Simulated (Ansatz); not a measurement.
A plane-wave DFT run in Ansatz 0.2.0 (scalar-relativistic PAW potentials unless the input names others): input and command.

```yaml
crystal:
  lattice:
    - [5.0320434147, 0.0, 0.0]
    - [0.0, 5.0320434147, 0.0188701628]
    - [0.0, 0.0188701628, 5.0320434147]
  atoms:
    - { symbol: W, position: [0.0, 0.0, 0.0] }
    - { symbol: W, position: [0.5, 0.5, 0.5] }
    - { symbol: W, position: [0.0, 0.5, 0.25] }
    - { symbol: W, position: [0.0, 0.5, 0.75] }
    - { symbol: W, position: [0.25, 0.0, 0.5] }
    - { symbol: W, position: [0.75, 0.0, 0.5] }
    - { symbol: W, position: [0.5, 0.75, 0.0] }
    - { symbol: W, position: [0.5, 0.25, 0.0] }
basis:
  ecutwfc: 420
kpoints:
  mp_grid: { grid: [8, 8, 8] }
hamiltonian:
  xc: pbesol
scf:
  occupations: { method: gaussian, width: 0.15 }
  NELM: 0.3
  max_iter: 75
output:
  forces: true
  eigenvalues: true
  stress: true
```

```bash
ansatz run input.yaml --threads 2 --pin off --max-ram 5120MiB --backend cpu --events-out ev --progress --plain --runs-dir out
```

Q: Will this input run?

A: The program refuses it, because of a keyword of another program (scf.NELM: not typed → 0.3). Without that key it is accepted.

Abridged log:
```
Error: YAML parse error: error: line 23 column 3: unknown field `NELM`, expected one of max_iter, algorithm, n_extra_bands, self_checks, convergence, lower_state_search, omitted_lower_state_checks, lower_solution_reach, mixing, occupations, eigensolver, initial_density, exx
  --> <input>:23:3
   |
21 | scf:
22 |   occupations: { method: gaussian, width: 0.15 }
23 |   NELM: 0.3
   |   ^ unknown field `NELM`, expected one of max_iter, algorithm, n_extra_bands, self_checks, convergence, lower_state_search, omitted_lower_state_checks, lower_solution_reach, mixing, occupations, eigensolver, initial_density, exx
24 |   max_iter: 75
25 | output:
   |
```